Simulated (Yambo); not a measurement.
TiO₂ (space group Pnma, No. 62): how the kernel and the scissor change the optical response along x (Yambo; 4×4×2 mesh, 168 bands, 3 Ry local-field block, 0.2 eV broadening). Axes are Cartesian, with cell vectors (Å) (5.99, 0.00, 0.00), (0.00, 3.77, 0.00), (0.00, 0.00, 9.07).

```tsv
level	ε(0)	highest point of Im ε up to 20 eV
independent particles on LDA bands	4.80	4.38 eV
RPA with local fields on LDA bands	4.43	4.38 eV
RPA with local fields on LDA bands shifted by a G0W0 scissor of 2.07 eV	3.56	6.50 eV
TDDFT with the adiabatic LDA kernel on LDA bands	4.58	4.38 eV
```

Energies lie on a grid of 0.125 eV.

Electronic response only. Convergence of the RPA response with its 4×4×2 mesh was not tested. The scissor comes from a G0W0 run whose convergence isn't established.

Geometry of the Materials Project entry, not relaxed at this level; primitive cell a = 5.987 Å, b = 3.773 Å, c = 9.073 Å, α = β = γ = 90.00°.

This is not the ordinary phase of the substance.
